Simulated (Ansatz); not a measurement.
**TiO₂: the gap under pressure**

TiO₂, I4/m, a = 8.698 Å, c = 3.762 Å. This isn't the usual stable structure of the compound. Ansatz: r2SCAN, PAW, 500 eV, Γ-centred 8×8×8 mesh on 12 atoms, Gaussian smearing 0.02 eV; no spin polarisation. Cell and atoms are relaxed at each pressure, and no other structure is tried. The gap is sought over the whole zone. The pressures are the targets, met within 0.04 GPa.

| P (GPa) | gap y (eV) |
| --- | --- |
| -2.0 | ? |
| 0.0 | 2.089 |
| 2.0 | 2.081 |
| 5.0 | 2.062 |
| 10.0 | 2.039 |

Question: Fit y = E0 + αP + βP² to the other rows and predict the missing gap.

Answer: Least squares on the rows shown. y = 2.0900 − 0.0055542 P + 4.3520×10⁻⁵ P². So α = -5.6 meV/GPa, but the rows at 0 and 2 GPa alone give -4 meV/GPa, so the parabola doesn't give the slope at zero pressure. At P = -2.0 the fit asked for gives 2.101 eV. The run gave 2.125 eV, so the fit is 0.024 eV too low, 28 % of the span of the series, against an rms of 0.001 eV on the fitted rows. The row lies outside the fitted range. With a term in P³ added, a fit to the same known rows (none to spare) predicts 2.089 eV, further off still.

Semilocal functionals give gaps under the measured ones; changes of the gap mostly carry over better.

1 further run of this set didn't finish or converge.